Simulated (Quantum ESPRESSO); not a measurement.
## Hf2TaF3O5 (convergence and cost over cutoff and k mesh)

Computed values, not a measurement. The program is pw.x of Quantum ESPRESSO 7.5 (plane-wave density functional theory). The cell is made up: 11 atoms on a rutile lattice with one site empty, with randomly drawn elements, strain and displacements, not relaxed. PseudoDojo standard norm-conserving files (v0.5 for PBE, v0.4.1 for LDA and PBEsol) set the functional; there is no spin polarisation, spin-orbit coupling or dispersion term, and the masses in the input are unused placeholders.

The hafnium pseudopotential is less sure than the others, with forces about 3 percent (worst 6) and pressure in oxides about 1.5 GPa (worst 2.7) from a second method in checks, which no rerun with the same files tests.

Input of the run in row 4:

```
&control calculation='scf', pseudo_dir='./dojo.nc.sr.pbe.v0_5.standard.upf', outdir='./o', disk_io='low', tprnfor=.true., tstress=.true. /
&system ibrav=0, nat=11, ntyp=4, nbnd=50, ecutwfc=84.00895049, nosym=.true., tot_charge=0,
 occupations='smearing', smearing='fd', degauss=0.0018374661
/
&electrons conv_thr=7.350e-09, electron_maxstep=60, /
ATOMIC_SPECIES
F 1.0 F.upf
Hf 1.0 Hf.upf
O 1.0 O.upf
Ta 1.0 Ta.upf
CELL_PARAMETERS angstrom
4.9201 0.0 0.0
0.0 4.9201 0.0
0.0 0.0 6.5062
ATOMIC_POSITIONS angstrom
Hf -0.0233 -0.0421 -0.0451
Ta 2.4721 2.5051 1.6346
Hf 2.4502 2.4459 4.9143
F 1.5027 1.5303 0.0315
F 3.3727 3.3761 -0.049
O 3.9754 0.957 1.5903
O 0.9587 3.9688 1.6284
O 1.5014 1.5049 3.1804
O 3.4435 3.4294 3.2759
O 3.9797 0.9697 4.8963
F 0.9183 3.9659 4.8634
K_POINTS automatic
5 5 4 1 1 1
```

The same cell was run at these settings. Meshes are shifted by half a step, and differences are from the last row, which is itself not exact.

```
cutoff (eV)     k mesh  k points solved  threshold (eV)  free energy less the last row's (eV)  pressure (GPa)  largest stress difference (GPa)  largest force difference (eV/Å)  iterations  wall time (s)  k-point pools          processor
        800  2 x 2 x 2                4           1e-04                                 1.478          -23.44                            10.86                            0.028          13             39              4  Intel Xeon, older
       1143  1 x 1 x 1                1           1e-07                                 0.607          -11.64                             2.53                            0.813          18             57              4  Intel Xeon, older
        856  5 x 5 x 4               50           1e-07                                 0.663          -18.37                             5.77                            0.006          19            300              4  Intel Xeon, older
       1143  5 x 5 x 4               50           1e-07                                 0.004          -12.64                             0.02                            0.002          19            496              4  Intel Xeon, older
       1437  7 x 7 x 6              147           1e-07                                 0.000          -12.62                             0.00                            0.000          18           1659              4  Intel Xeon, older
```

Each pool is one process. Wall times include start-up and a band step at six k points, which weighs most on the coarsest meshes. The runs were on shared virtual cores whose load varied, so times are rough.